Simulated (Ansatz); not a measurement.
Relaxed candidate structures of CaC2:

A. I4/mmm (No. 139), tI12; a = b = 3.6568 Å, c = 12.9017 Å, α = β = γ = 90.00°; Ca 4e (0.000, 0.000, 0.346); C 4e (0.000, 0.000, 0.052); C 4e (0.000, 0.000, 0.154)

B. P6₃/mmc (No. 194), hP6; a = 2.769 Å, b = 2.769 Å, c = 8.950 Å, α = 90.00°, β = 90.00°, γ = 120.00°; Ca 2c (0.333, 0.667, 0.250); C 4f (0.667, 0.333, 0.025)

C. C2/c (No. 15), mS12; a = 6.595 Å, b = 4.165 Å, c = 7.331 Å, α = γ = 90.00°, β = 106.70°; Ca 4e (0.000, 0.177, 0.750); C 8f (0.283, 0.140, 0.559)

D. Cmmm (No. 65), oS6; a = 2.6361 Å, b = 7.5700 Å, c = 3.3252 Å, α = 90.00°, β = 90.00°, γ = 90.00°; C 4j (0.500, 0.290, 0.500); Ca 2b (0.000, 0.500, 0.000)

Question: Order them by energy per atom (lowest first) at the level r2SCAN (plane waves to 500 eV, PAW, scalar-relativistic; Ansatz, a program for electronic structure).

Answer: C (reference, the lowest among the structures calculated here), A (+0.07 eV/atom), D (+0.31 eV/atom), B (+0.90 eV/atom)

Question: Give each candidate's band gap.

Answer: No gap: A, B, D. C: 2.31 eV (no spin-orbit coupling).

Each run could gain symmetry but not lose that of its start, so entries can be saddle points. From databases, or of a type measured for this composition: C2/c, mS12; the others are generated cells (placed on structure types, drawn at random, substituted or restacked) that were not matched to a known phase here. The real structure of this composition may not be among these. Energies are at zero temperature and pressure, without zero-point motion. Each cell has its own k-point mesh; energy differences are given only to the digits this allows. No spin polarisation in the result.
